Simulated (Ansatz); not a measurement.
Given:

Li:
```yaml
crystal:
  lattice:
    - [1.54770, 0.89356, 7.59040]
    - [-1.54770, 0.89356, 7.59040]
    - [0.00000, -1.78713, 7.59040]
  atoms:
    - { symbol: Li, position: [0.77776, 0.77776, 0.77776] }
    - { symbol: Li, position: [0.22224, 0.22224, 0.22224] }
    - { symbol: Li, position: [0.00000, 0.00000, 0.00000] }
```

This is the r²SCAN-relaxed structure. Tensor components refer to the Cartesian frame of this cell.

Q: All from DFT-r²SCAN in the program Ansatz with PAW potentials, unless another level is named. Predict the bulk modulus (Birch–Murnaghan fit).

A: 13.0 GPa.

Q: Next, the elastic constants (relaxed ions, GPa)?

A: C11 = 20.5, C12 = 12.0, C13 = 6.3, C14 = 1.4, C33 = 26.7, C44 = 4.8.

Q: And the highest zone-centre frequency?

A: 283 cm⁻¹.

Space group R-3m (9R (Sm type)). The workflow started from a Materials Project entry (that database holds measured and hypothetical structures alike); the Crystallography Open Database files this formula in space group No. 166, but the cells were not matched. It is not the phase usual at ambient conditions (space group No. 229). Symmetry was held in the r²SCAN relaxation; of distortions, only those at the zone centre were tested. As this level gives no gap, shear constants depend on the k-mesh and smearing (Fermi–Dirac, 0.1 eV here). As this level gives no gap, phonon frequencies hold no LO–TO term and depend on the k-mesh and smearing (Fermi–Dirac, 0.1 eV here).

Potentials: the later of the program's two PAW sets.
